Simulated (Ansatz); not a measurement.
SiO2 (rutile)

```
SiO2
1.0
    8.47176     0.00000     0.00000
    0.00000     4.23588     0.00000
    0.00000     0.00000     2.68991
Si O
4 8
Cartesian
  2.11794   2.11794   1.34495
  6.35382   2.11794   1.34495
  0.00000   0.00000   0.00000
  4.23588   0.00000   0.00000
  3.41830   3.41830   1.34495
  7.65418   3.41830   1.34495
  1.30036   2.93552   0.00000
  5.53624   2.93552   0.00000
  2.93552   1.30036   0.00000
  7.17140   1.30036   0.00000
  0.81758   0.81758   1.34495
  5.05346   0.81758   1.34495
```

A phonon eigenvector at X = (0.5, 0.0, 0.0) is frozen into this cell: atom i moves by Q times the vector below, so Q is the largest atomic displacement, in Å. The cell is held. It is one choice among 2 degenerate patterns. (q is in reciprocal vectors of the primitive cell; the cell shown is doubled to hold the pattern.)

| atom | x | y | z |
|---|---|---|---|
| Si1 | 0.000 | 0.000 | -0.288 |
| Si2 | 0.000 | 0.000 | 0.288 |
| Si3 | 0.000 | 0.000 | -0.403 |
| Si4 | 0.000 | 0.000 | 0.403 |
| O5 | 0.000 | 0.000 | 0.595 |
| O6 | 0.000 | 0.000 | -0.595 |
| O7 | 0.000 | 0.000 | 1.000 |
| O8 | 0.000 | 0.000 | -1.000 |
| O9 | 0.000 | 0.000 | -0.887 |
| O10 | 0.000 | 0.000 | 0.887 |
| O11 | 0.000 | 0.000 | 0.753 |
| O12 | 0.000 | 0.000 | -0.753 |

Method: PBE (plane waves to 420 eV, PAW, scalar-relativistic; Ansatz, a quantum-chemistry and plane-wave program). k mesh 4×8×12 (Γ-centred), Fermi-Dirac smearing 0.05 eV. E stands for the smeared free energy. SiO2 was relaxed with its symmetry unable to fall. The PAW data are Ansatz's earlier set. ΔE is measured from the undisplaced structure.

```json
[
 {"Q (Å)": "-0.180", "ΔE (meV/cell)": "1931"},
 {"Q (Å)": "-0.150", "ΔE (meV/cell)": "1339"},
 {"Q (Å)": "-0.120", "ΔE (meV/cell)": "withheld"},
 {"Q (Å)": "-0.090", "ΔE (meV/cell)": "481"},
 {"Q (Å)": "-0.060", "ΔE (meV/cell)": "214"},
 {"Q (Å)": "-0.030", "ΔE (meV/cell)": "53"},
 {"Q (Å)": "0.000", "ΔE (meV/cell)": "0"},
 {"Q (Å)": "0.030", "ΔE (meV/cell)": "53"},
 {"Q (Å)": "0.060", "ΔE (meV/cell)": "214"},
 {"Q (Å)": "0.090", "ΔE (meV/cell)": "481"},
 {"Q (Å)": "0.120", "ΔE (meV/cell)": "withheld"},
 {"Q (Å)": "0.150", "ΔE (meV/cell)": "1339"},
 {"Q (Å)": "0.180", "ΔE (meV/cell)": "1931"}
]
```

### Question
Fit an even polynomial form (powers 2, 4) to the given rows and predict ΔE at Q = 0.120.

### Answer
Least squares on the 11 given rows: ΔE = (59320)·Q² + (8549)·Q⁴, in meV/cell with Q in Å; root-mean-square residual 0.2 meV/cell. At 0.120 the fit gives 856 meV/cell; the calculation gives 856 meV/cell, the same to the digits shown. The quadratic term alone would give 854 meV/cell.

(For displaced atoms, the force is minus the slope of the energy, and its curvature is a force constant, which sets phonon frequencies.)
